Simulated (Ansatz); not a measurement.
## Moving the functional in Hf2Pd2Se2Br2O3

```xyz
11
Lattice="5.6066 -0.0935 -0.0141 1.6139 5.3351 0.0025 1.3692 1.9153 8.3154" Properties=species:S:1:pos:R:3 pbc="T T T"
Hf    2.3902    3.4984    0.1883
Hf    6.1995    3.6586    8.1156
Pd    1.4915    3.6252    4.1590
Pd    0.6846    0.9576    4.1577
Se    1.0298    2.2924    2.1069
Se    7.5599    4.8645    6.1970
Br    4.2949    3.5785    4.1519
Br    3.4879    0.9109    4.1507
O     4.3489    3.6281    7.6532
O     4.2408    3.5289    0.6507
O     0.0000    0.0000    0.0000
```

The cell comes from a database or a generator and needn't be the stable form of this composition.

Kept alike: task band structure; k mesh 5 × 5 × 4; occupations fermi-dirac, width 0.05 eV; no spin polarisation. Program: Ansatz, Ansatz PAW. Cutoffs run from 420 to 500 eV. The mesh is that of the run's cell of 11 atoms. No spin-orbit coupling.

| run | pressure (GPa) |
| --- | --- |
| A | 1.65 |
| B | -2.02 |
| C | 3.57 |
| D | -3.62 |

Pressure is positive in compression, with a Pulay correction for the finite cutoff. For a metal such a mesh leaves the last digits unconverged. All rows use potentials made for PBE.

The runs differ in the functional (and the cutoff that goes with it) alone: BLYP; PBEsol; r2SCAN; revPBE. Which run is which?

Run A is revPBE; run B is r2SCAN; run C is BLYP; run D is PBEsol. The pressure runs from -3.62 (PBEsol) to 3.57 GPa (BLYP). A positive pressure means that the functional's own cell is larger than the one given, a negative one that it is smaller.
